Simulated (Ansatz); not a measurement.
## SnH4N2F2: input and output

input.yaml (Ansatz 0.2.0)

```yaml
crystal:
  lattice:
    - [0.0, 3.25961, 0.0]
    - [5.364451, -1.629805, 0.0]
    - [1.369732, 0.0, -4.868755]
  atoms:
    - { symbol: Sn, position: [0.0, 0.0, 0.0] }
    - { symbol: F, position: [0.8812, 0.7624, 0.7537] }
    - { symbol: F, position: [0.1188, 0.2376, 0.2463] }
    - { symbol: "N", position: [0.6067, 0.2134, 0.7706] }
    - { symbol: "N", position: [0.3933, 0.7866, 0.2294] }
    - { symbol: H, position: [0.61, 0.22, 0.566] }
    - { symbol: H, position: [0.39, 0.78, 0.434] }
    - { symbol: H, position: [0.701, 0.402, 0.7762] }
    - { symbol: H, position: [0.299, 0.598, 0.2238] }
  symmetry: { tolerance: 0.0003 }
kpoints:
  mp_grid: { grid: [6, 6, 4], shift: [0, 0, 0] }
  band_path:
    path:
      - [0.0, 0.0, 0.0]
      - [0.54980482, -0.27490241, 0.0]
      - [0.45019518, -0.72509759, 0.0]
      - [0.0, -0.5, 0.0]
      - [0.0, 0.0, 0.0]
      - [0.0, -0.5, -0.5]
      - [0.47880702, -0.73940351, -0.5]
      - [0.52119298, -0.26059649, -0.5]
      - [0.0, 0.0, -0.5]
      - [0.0, 0.0, 0.0]
      - [0.5, -0.5, -0.5]
    npoints: 6
magnetization:
  spin_polarized: false
scf:
  occupations: { method: fermi_dirac, width: 0.0308 }
  lower_state_search: "off"
  max_iter: 200
hamiltonian:
  pseudopotentials: { kind: paw }
  xc: r2scan
basis:
  ecutwfc: 500
  fft_grid_basis: typed
output:
  forces: true
  stress: true
  eigenvalues: true
  populations: true
  elf: true
  write_potential: true
  volumetric_format: npy
  dos:
    e_range: [-12, 8]
    de: 0.05
    projected: { site_lists: { F: [F], H: [H], "N": ["N"], Sn: [Sn] } }
checkpoint:
  read: saved_state
```

Launched with:

```sh
ansatz run input.yaml --threads 1 --pin off --max-ram 2560MiB --backend cpu --events-out ev --progress --plain --runs-dir out
```

The saved state is an earlier solution for the same cell, perhaps on another mesh. 

Parts of the output:

```
Pseudopotentials: kind: paw
Pseudopotential: Sn, paw, valence charge 14, recommended cutoff 500 eV (meta_gga), Sn.paw.azcp
Pseudopotential: F, paw, valence charge 7, recommended cutoff 500 eV (meta_gga), F.paw.azcp
Pseudopotential: N, paw, valence charge 5, recommended cutoff 500 eV (meta_gga), N.paw.azcp
Pseudopotential: H, paw, valence charge 1, recommended cutoff 500 eV (meta_gga), H.paw.azcp
Functional definition: r2SCAN
  exchange = r2scan_x(k0 = k0, k1 = k1, a1 = a1)
  correlation = r2scan_c
Crystal: 9 atoms, lattice volume = 85.135 Å³
Basis set: ecut = 500 eV, 2151 PW (Γ), exchange–correlation on 96×180×160 points (64 copies of the dense FFT grid, shifted against one another)
Bands: 30, of which v1, the nominal top of the filled ones, is band 21 counted from 1 (20 counted from 0)
Symmetry: 4 space group operations
Space group: C2/m (ITA 12), of the structure as read, at distance tolerance 1.3e-3 Å
k-points: 47 of 144
Initial density: read from a saved state, or passed on in memory by an earlier SCF of this step, an earlier step, the calling program or the single point that the run made first
Functional: x = r2scan, c = r2scan; τ floored in thin density (d = 2e-4 eV/Å³)
SCF iter   1: F=-8495.4032 eV  Δρ=8.12e-4  dr2=1.58e-4  dr2_τ=3.68e-3
SCF iter   2: F=-8495.4039 eV  Δρ=5.07e-4  dr2=9.02e-5  dr2_τ=3.53e-5
SCF iter   3: F=-8495.4039 eV  Δρ=2.55e-4  dr2=9.90e-6  dr2_τ=1.34e-5
SCF iter   4: F=-8495.4039 eV  Δρ=7.00e-5  dr2=1.75e-6  dr2_τ=6.70e-7
SCF iter   5: F=-8495.4039 eV  Δρ=2.33e-5  dr2=2.97e-7  dr2_τ=5.10e-8
SCF iter   6: F=-8495.4039 eV  Δρ=3.96e-6  dr2=4.68e-9  dr2_τ=1.39e-9
Free energy (F): -8495.4039 eV
Harris-Foulkes:  -8495.4039 eV  (|F-HF|=1.22e-8)
Internal energy: -8495.4039 eV  (E = F + TS)
E sigma→0 (E₀):  -8495.4039 eV
Fermi energy:    5.0491 eV
--- Per-component energies (eV) ---
  E_band       = -321.4623
  E_kinetic    = 926.1804
  E_local      = -3301.7372  (includes V_loc(G=0)·N_el)
  E_nonlocal   = 213.1269
  E_hartree    = 1461.0858
  E_xc         = -685.0484
  E_vxc        = -553.9053  (∫ρ·V_xc dr)
  E_paw        = -4838.2458  (= ΣΔE_a)
  E_vpaw       = -564.1515  (= ΣTr[D̂ρ^β])
  E_aug_tail   = 0.0003  (compensation charges beyond the density's cutoff)
  E_vtau       = 36.8520  (kinetic-family band-sum trace: ∫τ·v_τ [+ j·A + Jᵃ·Aᵃ] dr)
  E_ewald      = -2271.3794
  E_core_change = 0.6134  (= ΣΔE_core)
  E_smearing   =  0.0000  (= −TS)
--- Forces (eV/Å), atoms counted from 1 ---
  atom   1  Sn     0.0000     0.0000     0.0000
  atom   2  F     -0.0824     0.0000    -0.0185
  atom   3  F      0.0824     0.0000     0.0185
  atom   4  N      0.1150     0.0000     0.5015
  atom   5  N     -0.1150     0.0000    -0.5015
  atom   6  H     -0.1239     0.0000    -0.2881
  atom   7  H      0.1239     0.0000     0.2881
  atom   8  H      0.2124     0.0000    -0.1418
  atom   9  H     -0.2124     0.0000     0.1418
--- Stress (GPa, compression-positive) ---
        1.5647       0.0000       0.2122
        0.0000       1.7112       0.0000
        0.2122       0.0000      -0.8570
  P = ⅓ Tr σ = 0.8063 GPa (8.063 kbar)
--- Löwdin populations: 9 sites ---
  site symbol       q [e]
     0     Sn     12.2026
     1      F      7.5970
     2      F      7.5970
     3      N      5.8238
     4      N      5.8238
     5      H      0.6729
     6      H      0.6729
     7      H      0.6719
     8      H      0.6719
  spilling = 0.0063 (of n_electrons = 42.0000)
```

Total energies depend on the potentials used, so only differences within one code and one set of settings carry meaning.

Origin: a database entry at a rescaled volume.
